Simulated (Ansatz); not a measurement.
TaS$_{2}$ in space group Pca2_1 (No. 29; Ta on 4a, S on 4a, S on 4a) at seven volumes, plane-wave PAW PBEsol (Ansatz code), shape and atoms relaxed at each. One row is withheld.

```tsv
V (Å³/atom)	P (GPa)
15.856	14.24
16.378	8.79
16.901	4.07
17.424	0.00
17.947	-3.50
18.469	-6.49
18.992	?
```

Task: Fit the shown pressures and predict the withheld one.

Result: Third-order Birch–Murnaghan: P = (3/2)B₀(x^(7/2) − x^(5/2))[1 + (3/4)(B′ − 4)(x − 1)] with x = (V₀/V)^(2/3). Least squares on the six rows gives V₀ = 17.425 Å³/atom, B₀ = 125.3 GPa, B′ = 3.95. At V = 18.992, x = 0.9442 and P = -9.10 GPa. The run itself gave -8.96 GPa.

The start of the workflow was typed in or built on a structure type; neither database checked (COD, Materials Project) lists it. COD files the formula under space group No. 42, 164, 166, 194. Its standing as an ambient phase is unchecked. Symmetry was held in the PBEsol relaxation; whether a distortion lowers the energy is not shown. No spin polarisation was allowed. Scalar-relativistic: spin–orbit coupling is off unless named, which matters more the heavier the elements.

Potentials: the earlier of the program's two PAW sets. The files were generated under PBE; for other functionals the program regenerates the frozen cores, and for LDA and PBEsol the local potential too.
